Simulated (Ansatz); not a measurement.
Elastic constants of Rb3HS: input and output

Level of theory: Ansatz, DFT PBEsol, scalar-relativistic, plane waves, PAW.

Launched with:
```bash
ansatz run input.yaml --threads 1 --pin off --max-ram 1228MiB --backend cpu --events-out ev --progress --plain --runs-dir out
```

Input (bare energies are in eV):
```yaml
crystal:
  lattice:
    - [5.292, 0.0, 0.0]
    - [0.0, 5.292, 0.0]
    - [0.0, 0.0, 5.292]
  atoms:
    - { symbol: S, position: [0.0, 0.0, 0.0] }
    - { symbol: H, position: [0.5, 0.5, 0.5] }
    - { symbol: Rb, position: [0.5, 0.5, 0.0] }
    - { symbol: Rb, position: [0.5, 0.0, 0.5] }
    - { symbol: Rb, position: [0.0, 0.5, 0.5] }
basis:
  ecutwfc: 420
kpoints:
  mp_grid: { grid: [6, 6, 6] }
hamiltonian:
  xc: pbesol
scf:
  occupations: { method: fixed }
output:
  forces: true
  stress: true
  eigenvalues: true
elastic:
  mode: relaxed_ion
  stencil: two_point
```

From the output:
```
--- Elastic constants: 2 strain directions × 2 members + reference (group order 48) ---
  dense FFT box of the reference and of every strained cell: 36×36×36
  strains applied: 11, 23; error gains: componentwise 1.00 (the most a stress slope's error grows in a printed constant), spectral 1.73 (1 for all six strains in a standard setting)
  C = ∂σ_k/∂η_j (tension-positive GPa; Voigt order 11 22 33 23 13 12):
        39.843      2.647      2.647     -0.000     -0.000     -0.000
         2.647     39.843      2.647     -0.000     -0.000     -0.000
         2.647      2.647     39.843     -0.000     -0.000     -0.000
        -0.000     -0.000      0.000      7.727      0.000      0.000
         0.000      0.000     -0.000     -0.000      7.727     -0.000
         0.000     -0.000      0.000      0.000      0.000      7.727
  reference stress σ⁰ (GPa):      0.292      0.292      0.292     -0.000     -0.000      0.000
  C* (energy form; C + prestress term) asymmetry max|C*_kj − C*_jk| = 4.441e-16 GPa — a small one proves nothing (zero by symmetry where the batch's group is 432, −43m or m−3m); a large one is finite-difference/SCF noise where every solve ...
  moduli (Voigt/Reuss/Hill, GPa): K = 15.05/15.05/15.05   G = 12.08/10.08/11.08   E = 26.69   ν = 0.204
  mechanically stable: yes (min eigenvalue of sym C = 7.73 GPa)
  strain η (Voigt 11):  stress-route row diagonal C_11 = 39.84 GPa, energy-path curvature d²(F+E_count+ΔE)/dδ²/Ω₀ = 39.84 GPa
         δ    σ_11 (GPa) F (eV) n_scf n_hpsi n_pw
    -2.000e-3       0.2119      -10554.4682345       8   16743   2945   relax 0 steps, max|allowed force component| 1.44e-30 eV/Å
     2.000e-3       0.3713      -10554.4671508       6   14264   2945   relax 0 steps, max|allowed force component| 5.13e-31 eV/Å
  strain η (Voigt 23):  stress-route row diagonal C_44 = 7.73 GPa, energy-path curvature d²(F+E_count+ΔE)/dδ²/Ω₀ = 7.59 GPa
         δ    σ_23 (GPa) F (eV) n_scf n_hpsi n_pw
    -2.000e-3      -0.0155      -10554.4677515       8   20105   2945   relax 0 steps, max|allowed force component| 3.94e-31 eV/Å
     2.000e-3       0.0155      -10554.4677515       6   17744   2945   relax 0 steps, max|allowed force component| 6.31e-31 eV/Å
```

It took 16 s on 1 thread of Intel(R) Xeon(R) 6975P-C (Granite Rapids), with other jobs on the host, peak memory 0.49 GiB.

The cell is the ideal cubic antiperovskite prototype; whether it is the stable structure of this composition wasn't checked.